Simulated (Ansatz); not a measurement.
# Y2C under pressure

Theory: DFT PBEsol, scalar-relativistic, plane waves, PAW in Ansatz. Plane waves to 420 eV; Γ-centred k mesh 12×12×12; Fermi-Dirac smearing of 0.15 eV. No spin polarisation. Phonons by linear response, acoustic sum rule imposed.

The cell, relaxed at this level:
```cif
data_structure
_symmetry_space_group_name_H-M 'R-3m:H'
_symmetry_Int_Tables_number 166
_cell_length_a 3.5683
_cell_length_b 3.5683
_cell_length_c 18.2215
_cell_angle_alpha 90.000
_cell_angle_beta 90.000
_cell_angle_gamma 120.000
_cell_volume 200.93
loop_
_atom_site_label
_atom_site_type_symbol
_atom_site_symmetry_multiplicity
_atom_site_Wyckoff_symbol
_atom_site_fract_x
_atom_site_fract_y
_atom_site_fract_z
_atom_site_occupancy
Y1 Y 6 c 0.33333 0.66667 0.92692 1
C1 C 3 a 0.00000 0.00000 0.00000 1
```

In a metal, frequencies and elastic constants depend on the k mesh and the smearing, soft modes and shear constants most.

The cell is relaxed again at 3 and 10 GPa. How do volume, gap and optical modes at Γ (cm⁻¹, counted from the lowest optical one; a degenerate one stands once) change?

Answers

|  | 0 GPa | 3 GPa | 10 GPa |
| --- | --- | --- | --- |
| V/V0 | 1.000 | 0.955 | 0.878 |
| gap (eV) | 0.00 | 0.00 | 0.00 |
| mode 1 | 137 | 141 | 149 |
| mode 3 | 225 | 235 | 252 |
| mode 4 | 351 | 364 | 393 |
| mode 6 | 401 | 417 | 444 |